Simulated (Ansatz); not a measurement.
PbIF:
```
CELL_PARAMETERS angstrom
      4.21117     0.00000     0.00000
      0.00000     4.21117     0.00000
      0.00000     0.00000     9.09588
ATOMIC_POSITIONS crystal
  Pb 0.00000 0.50000 0.84157
  Pb 0.50000 0.00000 0.15843
  I  0.50000 0.00000 0.66911
  I  0.00000 0.50000 0.33089
  F  0.00000 0.00000 0.00000
  F  0.50000 0.50000 0.00000
```

Relaxed with r²SCAN+D4. Special points in fractions of this cell's reciprocal vectors: Γ (0.000, 0.000, 0.000); X (0.000, 0.500, 0.000); M (0.500, 0.500, 0.000); Z (0.000, 0.000, 0.500); R (0.000, 0.500, 0.500); A (0.500, 0.500, 0.500).

**Question.** List the band energies nearest the valence-band maximum at these points for plane-wave PAW r²SCAN+D4 (Ansatz code).

**Answer.** In eV from the valence-band maximum; about four levels below and three above (degenerate sets whole), none deeper than 8.9 eV; points with the same levels are listed once.

```tsv
k	below	above
Γ	-0.96 -0.96 -0.75 -0.75 -0.26	2.59 3.92 5.66 5.66
X	-0.61 -0.61 -0.35 -0.35	4.05 4.05 4.68 4.68
M	-1.89 -1.89 -0.85 -0.85	3.39 3.39 4.29 4.29
Z	-1.09 -1.09 -0.61 -0.61 0.00	2.29 3.88 5.46 5.46
R	-0.72 -0.72 -0.35 -0.35	4.04 4.04 4.69 4.69
A	-2.37 -2.37 -0.92 -0.92	4.07 4.07 4.18 4.18
```

Space group P4/nmm. The workflow started from a Materials Project entry (that database holds measured and hypothetical structures alike); the Crystallography Open Database files this formula in space group No. 129, but the cells were not matched. Whether it is the stable phase at ambient conditions was not checked. Symmetry was held in the r²SCAN+D4 relaxation; its stability against distortions is not shown here. Scalar-relativistic: spin–orbit coupling is off unless named, which matters more the heavier the elements.

Potentials: the later of the program's two PAW sets.
